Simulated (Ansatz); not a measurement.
Profile along the Zn–Cu line in ZnCu (CsCl type)

ZnCu (CsCl type), conventional cell a = b = c = 2.908 Å, α = β = γ = 90.00°. The calculation uses the primitive cell of 2 atoms, to which meshes and values per cell refer.

Fields along a shortest Zn–Cu line of a {110} plane (2.52 Å), from Zn to Cu, interpolated on the slice's grid (step about 0.2 Å). Calculation: PBEsol (plane waves to 420 eV, PAW, scalar-relativistic; Ansatz, a first-principles code). k mesh 16×16×16. These are valence fields of a PAW run, semicore shells included where kept as valence: close to a nucleus they are smooth pseudo fields. ZnCu is run without spin polarisation. ZnCu was relaxed with its symmetry unable to fall.

```csv
distance from Zn (Å),valence electron density (e/Å³),electron localisation function
0.00,42.10,x
0.25,22.83,x
0.50,4.01,0.03
0.76,0.87,0.17
1.01,0.37,0.22
1.26,0.28,0.25
1.51,0.40,0.18
1.76,1.38,0.19
2.02,7.99,0.35
2.27,37.86,x
2.52,70.17,x
```

x: too close to a nucleus for the ELF to mean much.

Density on the Zn–Cu line (2.52 Å) at its midpoint: 0.28 e/Å³. ELF at that point: 0.2.
